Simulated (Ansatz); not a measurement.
Method: Ansatz 0.2.0, DFT PBE, scalar-relativistic, plane waves, PAW.

Structure of BaZnSbF:

```
CELL_PARAMETERS angstrom
4.47502 0.00000 0.00000
0.00000 4.47502 0.00000
0.00000 0.00000 9.87618
ATOMIC_POSITIONS crystal
Ba 0.00000 0.50000 0.35050
Ba 0.50000 0.00000 0.64950
Zn 0.50000 0.50000 0.00000
Zn 0.00000 0.00000 0.00000
Sb 0.50000 0.00000 0.16626
Sb 0.00000 0.50000 0.83374
F 0.50000 0.50000 0.50000
F 0.00000 0.00000 0.50000
```

Settings: cutoff 420 eV, Γ-centred mesh 8×8×4 on the computed 8-atom cell, Gaussian smearing of 0.10 eV; no spin polarisation.

Levels along Γ–X–M–Γ–Z–R–A–Z | X–R | M–A, in eV from the Fermi level, sorted by energy at each point. Points in fractions of the primitive reciprocal vectors: Γ (0.000 0.000 0.000), X (0.000 0.500 0.000), M (0.500 0.500 0.000), Z (0.000 0.000 0.500), R (0.000 0.500 0.500), A (0.500 0.500 0.500).
```csv
point,"k (1/Å, with 2π)",band 42,band 43,band 44,band 45,band 46,band 47,band 48
Γ,0.000,-0.82,-0.49,-0.03,-0.03,1.30,1.88,1.96
-,0.100,-0.82,-0.32,-0.19,-0.05,1.45,1.96,2.25
-,0.201,-0.85,-0.82,-0.09,0.26,1.87,2.07,2.50
-,0.301,-1.33,-0.83,-0.16,0.59,2.08,2.17,2.72
-,0.401,-1.51,-0.88,-0.27,0.84,1.91,2.13,3.14
-,0.501,-1.29,-0.99,-0.42,1.04,1.86,1.93,3.00
-,0.602,-1.18,-1.05,-0.60,1.23,1.68,2.00,2.63
X,0.702,-1.39,-0.82,-0.82,1.43,1.43,2.28,2.28
-,0.802,-1.42,-1.06,-1.06,1.61,1.61,2.33,2.33
-,0.903,-1.61,-1.44,-1.44,1.80,1.80,2.41,2.41
-,1.003,-2.07,-1.59,-1.59,1.83,1.83,2.27,2.27
-,1.103,-2.43,-1.79,-1.79,1.79,1.79,2.09,2.09
-,1.204,-2.62,-2.03,-2.03,1.75,1.75,1.95,1.95
-,1.304,-2.62,-2.27,-2.27,1.72,1.72,1.85,1.85
M,1.404,-2.54,-2.44,-2.44,1.72,1.72,1.81,1.81
-,1.546,-2.46,-2.30,-2.09,1.70,1.78,1.85,1.90
-,1.688,-2.24,-1.95,-1.67,1.79,1.91,1.94,2.00
-,1.830,-1.89,-1.56,-1.27,2.02,2.05,2.07,2.15
-,1.971,-1.42,-1.22,-0.97,2.05,2.16,2.46,2.61
-,2.113,-0.87,-0.83,-0.82,1.19,2.08,2.49,2.66
-,2.255,-0.81,-0.33,-0.32,0.10,1.56,2.24,2.32
Γ,2.397,-0.82,-0.49,-0.03,-0.03,1.30,1.88,1.96
-,2.442,-0.84,-0.49,-0.03,-0.03,1.30,1.92,1.92
-,2.488,-0.89,-0.48,-0.04,-0.04,1.30,1.83,2.03
-,2.533,-0.95,-0.48,-0.04,-0.04,1.31,1.73,2.17
-,2.579,-1.02,-0.47,-0.04,-0.04,1.34,1.64,2.33
-,2.624,-1.09,-0.46,-0.05,-0.05,1.38,1.57,2.46
-,2.670,-1.13,-0.45,-0.05,-0.05,1.41,1.52,2.53
Z,2.715,-1.15,-0.45,-0.05,-0.05,1.42,1.51,2.55
-,2.815,-1.09,-0.28,-0.15,-0.06,1.57,1.69,2.60
-,2.916,-0.98,-0.74,-0.11,0.30,1.96,1.99,2.76
-,3.016,-1.15,-0.86,-0.18,0.61,2.07,2.08,2.96
-,3.116,-1.43,-0.81,-0.29,0.83,1.83,2.05,2.99
-,3.216,-1.27,-0.89,-0.43,1.02,1.80,1.91,2.91
-,3.317,-1.08,-1.04,-0.61,1.23,1.70,1.99,2.72
R,3.417,-1.31,-0.81,-0.81,1.47,1.47,2.32,2.32
-,3.517,-1.36,-1.05,-1.05,1.64,1.64,2.42,2.42
-,3.618,-1.60,-1.43,-1.43,1.83,1.83,2.63,2.63
-,3.718,-2.08,-1.62,-1.62,1.87,1.87,2.53,2.53
-,3.818,-2.44,-1.84,-1.84,1.87,1.87,2.38,2.38
-,3.918,-2.61,-2.07,-2.07,1.87,1.87,2.24,2.24
-,4.019,-2.61,-2.29,-2.29,1.85,1.85,2.13,2.13
A,4.119,-2.54,-2.43,-2.43,1.85,1.85,2.10,2.10
-,4.261,-2.46,-2.33,-2.13,1.85,1.88,2.16,2.17
-,4.403,-2.24,-2.01,-1.70,1.92,1.96,2.26,2.40
-,4.545,-1.89,-1.55,-1.24,2.08,2.16,2.23,2.76
-,4.686,-1.43,-1.08,-0.90,2.07,2.15,2.55,3.07
-,4.828,-0.90,-0.85,-0.63,1.22,2.16,2.62,2.73
-,4.970,-1.01,-0.35,-0.23,0.14,1.69,1.88,2.64
Z,5.112,-1.15,-0.45,-0.05,-0.05,1.42,1.51,2.55
X,5.112,-1.39,-0.82,-0.82,1.43,1.43,2.28,2.28
-,5.157,-1.39,-0.82,-0.82,1.43,1.43,2.28,2.28
-,5.203,-1.38,-0.82,-0.82,1.44,1.44,2.29,2.29
-,5.248,-1.36,-0.82,-0.82,1.44,1.44,2.30,2.30
-,5.294,-1.34,-0.82,-0.82,1.45,1.45,2.31,2.31
-,5.339,-1.33,-0.81,-0.81,1.46,1.46,2.32,2.32
-,5.385,-1.31,-0.81,-0.81,1.46,1.46,2.32,2.32
R,5.430,-1.31,-0.81,-0.81,1.47,1.47,2.32,2.32
M,5.430,-2.54,-2.44,-2.44,1.72,1.72,1.81,1.81
-,5.475,-2.54,-2.44,-2.44,1.74,1.74,1.81,1.81
-,5.521,-2.54,-2.44,-2.44,1.78,1.78,1.82,1.82
-,5.566,-2.54,-2.44,-2.44,1.82,1.82,1.85,1.85
-,5.612,-2.54,-2.43,-2.43,1.83,1.83,1.93,1.93
-,5.657,-2.54,-2.43,-2.43,1.84,1.84,2.01,2.01
-,5.703,-2.54,-2.43,-2.43,1.85,1.85,2.07,2.07
A,5.748,-2.54,-2.43,-2.43,1.85,1.85,2.10,2.10
```

Spin-orbit coupling is left out, which matters for the bands of heavy elements.